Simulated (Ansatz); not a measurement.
An elastic tensor (GPa, Voigt order, standard axes) from DFT-PBEsol in the program Ansatz with PAW potentials:

```
     1    2    3    4    5    6
-  ---  ---  ---  ---  ---  ---
1  737  245  187  0.0  0.0  0.0
2  245  737  187  0.0  0.0  0.0
3  187  187  989  0.0  0.0  0.0
4  0.0  0.0  0.0  321  0.0  0.0
5  0.0  0.0  0.0  0.0  321  0.0
6  0.0  0.0  0.0  0.0  0.0  246
```

Question: Pick the material that matches.
A. AlCr2C, P6_3/mmc (Al on 2d, Cr on 4f, C on 2a)
B. WC, P-6m2 (W on 1a, C on 1f)
C. AlV2C, P6_3/mmc (Al on 2c, V on 4f, C on 2a)
D. Si2W, P6_222 (Si on 6j, W on 3d)

Answer: B, WC, P-6m2 (W on 1a, C on 1f)

The cell was relaxed with PBEsol under the symmetry of its start; of distortions, only those at the zone centre were tested. The run is not spin-polarised. As this level gives no gap, shear constants depend on the k-mesh and smearing (Fermi–Dirac, 0.1 eV here). Scalar-relativistic: spin–orbit coupling is off unless named, which matters more the heavier the elements.

Potentials: the earlier of the program's two PAW sets.
